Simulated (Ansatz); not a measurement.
Hf:
```
Hf
1.0
    0.00000     3.27001     3.27001
    3.27001     0.00000     3.27001
    3.27001     3.27001     0.00000
Hf
2
Direct
  0.00000   0.00000   0.00000
  0.25000   0.25000   0.25000
```

Relaxed with PBE. Special points in fractions of this cell's reciprocal vectors: Γ (0.000, 0.000, 0.000); X (0.500, 0.000, 0.500); U (0.625, 0.250, 0.625); K (0.375, 0.375, 0.750); L (0.500, 0.500, 0.500); W (0.500, 0.250, 0.750).

### Question
List the band energies nearest the Fermi level at these points for the program Ansatz at the PBE with spin–orbit coupling level (PAW).

### Answer
In eV from the Fermi level; about four levels below and three above (degenerate sets whole), none deeper than 8.9 eV; points with the same levels are listed once.

| k | below | above |
|---|---|---|
| Γ | -0.30 -0.30 -0.30 -0.30 | 0.03 0.03 0.18 0.18 0.18 0.18 |
| X | -1.21 -1.21 -1.21 -1.21 | 0.34 0.34 0.34 0.34 |
| U | -0.81 -0.81 0.00 0.00 | 1.09 1.09 1.46 1.46 |
| L | -0.18 -0.18 -0.05 -0.05 | 0.17 0.17 0.24 0.24 |
| W | -1.19 -1.19 -1.15 -1.15 | 0.97 0.97 1.00 1.00 |

Space group Fd-3m (diamond). The start of the workflow was typed in or built on a structure type; neither database checked (COD, Materials Project) lists it. It is not the phase usual at ambient conditions (space group No. 194). The cell was relaxed with PBE under the symmetry of its start; whether a distortion lowers the energy is not shown. The run is not spin-polarised.

Potentials: the earlier of the program's two PAW sets.
